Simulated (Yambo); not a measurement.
Data:

```
MoCl6
1.0
    6.17348     0.00000     0.00000
   -3.08674     5.34639     0.00000
    0.00000     0.00000     5.66592
Cl Mo
6 1
Direct
  0.30361   0.30361   0.26629
  0.69639   0.69639   0.73371
  0.69639   0.00000   0.26629
  0.30361   0.00000   0.73371
  0.00000   0.69639   0.26629
  0.00000   0.30361   0.73371
  0.00000   0.00000   0.50000
```

Workflow: LDA (pw.x of Quantum ESPRESSO, ONCV potentials, without SOC), then G0W0 in Yambo (3×3×2 Γ-centred k mesh, bands 2 to 197 and a 6 Ry block in the screening, 197 bands in G with the Bruneval-Gonze terminator, plasmon pole fitted at 27.2 eV).

### Question
Give the LDA and G0W0 gaps between the band edges found on this mesh, and say where the edges lie.

### Answer
Edges: K → Γ. LDA: 0.94 eV; G0W0: 2.54 eV. Nearest settings tried, and what they do to the gap: 129 bands in G: +11 meV; 95 bands in W: +35 meV; 3×3×1 mesh: +70 meV. Not varied: block. So the settings aren't converged at that level. Spin-orbit splittings are left out.

Geometry of the Materials Project entry, not relaxed at this level.

The structure is a Materials Project entry; no match was found in the copy of COD used, and its stability was not checked.
